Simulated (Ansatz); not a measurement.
GaS:
```
CELL_PARAMETERS angstrom
      3.53652     0.00000     0.00000
     -1.76826     3.06272     0.00000
      0.00000     0.00000    15.23703
ATOMIC_POSITIONS crystal
  Ga 0.33333 0.66667 0.17094
  Ga 0.66667 0.33333 0.67094
  Ga 0.66667 0.33333 0.82906
  Ga 0.33333 0.66667 0.32906
  S  0.33333 0.66667 0.60016
  S  0.66667 0.33333 0.10016
  S  0.66667 0.33333 0.39984
  S  0.33333 0.66667 0.89984
```

Cartesian axes are those of the cell as given.

Q: Give the high-frequency dielectric tensor and the Born effective charge tensors of the independent atoms from DFPT, LDA (plane waves, PAW; program Ansatz).

A: 
ε∞:
```
7.27  0.00  0.00
0.00  7.27  0.00
0.00  0.00  5.81
```
Z* of atom 1 (Ga), rows: field, columns: displacement, in e:
```
2.19  0.00  0.00
0.00  2.19  0.00
0.00  0.00  0.98
```
Z* of atom 5 (S), rows: field, columns: displacement, in e:
```
-2.19   0.00   0.00
 0.00  -2.19   0.00
 0.00   0.00  -0.98
```

Static charges for comparison (Bader): Ga1 +0.77, S5 -0.77 e. Born charges measure polarisation by displacement and can exceed these by far.

Space group P6_3/mmc. The LDA relaxation kept the symmetry of its start. A crystal of weakly bound layers computed without a dispersion correction: the cell and the soft elastic constants depend strongly on that. Scalar-relativistic: spin–orbit coupling is off unless named, which matters more the heavier the elements.

Potentials: the later of the program's two PAW sets.
